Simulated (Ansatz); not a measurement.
WBr₄F₂: rattling a relaxed structure

The cell was found from a proposed guess, not taken from experiment.

The calculation used DFT PBE, scalar-relativistic, plane waves, PAW in Ansatz. Plane waves to 420 eV, a k mesh through Γ of 6×6×6 on the computed 7-atom cell and Gaussian smearing (0.02 eV); no spin polarisation.

The cell below (7 atoms, space group P-1 (No. 2)) is relaxed within its symmetry.

```
CELL_PARAMETERS angstrom
6.75307 0.25479 -0.26436
3.58966 6.32500 0.01111
3.08962 2.34714 5.68214
ATOMIC_POSITIONS crystal
W 0.00000 0.00000 0.00000
Br 0.70585 0.17292 0.28960
Br 0.16643 0.29743 0.82447
Br 0.29415 0.82708 0.71040
Br 0.83357 0.70257 0.17553
F 0.78793 0.19738 0.79969
F 0.21207 0.80262 0.20031
```

For the test it was strained at random (σ = 1.5 % a component), the atoms were moved at random (σ = 0.15 Å), and all was relaxed again on a coarse 4×2×2 mesh (in the run’s order of axes) with 0.10 eV smearing, with no symmetry imposed.

No dispersion correction is applied, so the spacing and binding between layers, chains or molecules are poorly described. Spin–orbit coupling, which can matter for W, is left out.

Question: Does it come back?

Answer: It returns, within 1 meV/atom of the unmoved cell on that mesh and with the same symmetry when read at 0.1 Å. No instability shows in this cell; modes of other wave vectors, which need another repeat, aren't tested.
